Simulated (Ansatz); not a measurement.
Input and command of a plane-wave DFT calculation in Ansatz:

```yaml
crystal:
  lattice:
    - [-3.3268770703, 3.3268770703, 3.3268770703]
    - [3.3268770703, -3.3268770703, 3.3268770703]
    - [3.3268770703, 3.3268770703, -3.3268770703]
  atoms:
    - { symbol: Ta, position: [0.0, 0.0, 0.0] }
    - { symbol: Ta, position: [0.0, 0.0, 0.5] }
    - { symbol: Ta, position: [0.0, 0.5, 0.0] }
    - { symbol: Ta, position: [0.0, 0.5, 0.5] }
    - { symbol: Ta, position: [0.5, 0.0, 0.0] }
    - { symbol: Ta, position: [0.5, 0.0, 0.5] }
    - { symbol: Ta, position: [0.5, 0.5, 0.0] }
    - { symbol: Ta, position: [0.5, 0.5, 0.5] }
    - { symbol: H, position: [0.125, 0.375, 0.25] }
basis:
  ecutwfc: 500
kpoints:
  mp_grid: { grid: [4, 4, 4] }
hamiltonian:
  xc: r2scan
scf:
  occupations: { method: gaussian, width: 0.1 }
output:
  forces: true
  stress: true
  eigenvalues: true
relax:
  adjacent_minimum: "off"
  f_tol: 0.05
  max_steps: 60
  cell: { stress_tol: 0.5 }
```

```bash
ansatz run input.yaml --threads 2 --pin off --max-ram 5120MiB --backend cpu --events-out ev --progress --plain --runs-dir out
```

Processor: Intel(R) Xeon(R) Platinum 8488C (Sapphire Rapids), 2 threads, on a host shared with other jobs.

Q: How long does it run, and how much memory does it take?

A: About 45 s on 2 threads of Intel(R) Xeon(R) Platinum 8488C (Sapphire Rapids), with other jobs on the host, peak memory 0.86 GiB. It solves 63 bands at 13 k points (the mesh reduced by the symmetry that the task leaves, which can be less than the crystal's) with about 3693 plane waves (on the last cell), in 38 SCF iterations over 6 ionic steps.